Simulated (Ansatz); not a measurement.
GeRh in space group P-6m2 (No. 187; Rh on 1a, Ge on 1f) under volume change, DFT-r²SCAN in the program Ansatz with PAW potentials, shape and atoms relaxed at each volume.

| V (Å³/atom) | E − E(relaxed) (meV/atom) | P (GPa) |
|---|---|---|
| 14.438 | 81.7 | 20.09 |
| 14.914 | ? | ? |
| 15.390 | 8.0 | 5.56 |
| 15.866 | 0.0 | 0.00 |
| 16.342 | ? | ? |
| 16.818 | 26.9 | -8.56 |
| 17.294 | 57.3 | -11.80 |

Q: What belongs in the gaps?

A: 
- 16.342, E − E(relaxed) (meV/atom): 7.1
- 16.342, P (GPa): -4.66
- 14.914, E − E(relaxed) (meV/atom): 34.1
- 14.914, P (GPa): 12.19

Q: What does a third-order Birch–Murnaghan fit give for V₀, B₀ and B′?

A: V₀ = 15.87 Å³/atom, B₀ = 169 GPa, B′ = 4.9.

A made-up cell: these elements were put on the sites of a structure type; neither database checked (COD, Materials Project) lists it. COD files the formula under space group No. 62, so this cell is another polymorph or a model. Whether it is the stable phase at ambient conditions was not checked. The r²SCAN relaxation kept the symmetry of its start; whether a distortion lowers the energy is not shown. No spin polarisation was allowed. Scalar-relativistic: spin–orbit coupling is off unless named, which matters more the heavier the elements.

Potentials: the later of the program's two PAW sets.
